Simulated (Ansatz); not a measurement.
V$_{2}$O$_{5}$ in space group P2_1/m (No. 11; Pearson symbol mP14) at seven volumes, plane-wave PAW r²SCAN+D4 (Ansatz code), shape and atoms relaxed at each. One row is withheld.

| V (Å³/atom) | P (GPa) |
|---|---|
| 10.280 | ? |
| 10.618 | 3.34 |
| 10.957 | 1.38 |
| 11.296 | 0.00 |
| 11.635 | -0.90 |
| 11.974 | -1.36 |
| 12.313 | -1.54 |

Question: Fit the shown pressures and predict the withheld one.

Answer: Third-order Birch–Murnaghan: P = (3/2)B₀(x^(7/2) − x^(5/2))[1 + (3/4)(B′ − 4)(x − 1)] with x = (V₀/V)^(2/3). Least squares on the six rows gives V₀ = 11.294 Å³/atom, B₀ = 36.55 GPa, B′ = 13.94. At V = 10.280, x = 1.0647 and P = 6.15 GPa. The run itself gave 5.96 GPa.

The first step of the workflow began from a Materials Project structure, measured or hypothetical; the Crystallography Open Database copy checked does not list it. COD files the formula under space group No. 31, 59. Whether it is the stable phase at ambient conditions was not checked. The r²SCAN+D4 relaxation kept the symmetry of its start; whether a distortion lowers the energy is not shown. No spin polarisation was allowed. No Hubbard U is applied.

Potentials: the earlier of the program's two PAW sets. The files were generated under PBE; for other functionals the program regenerates the frozen cores, and for LDA and PBEsol the local potential too.
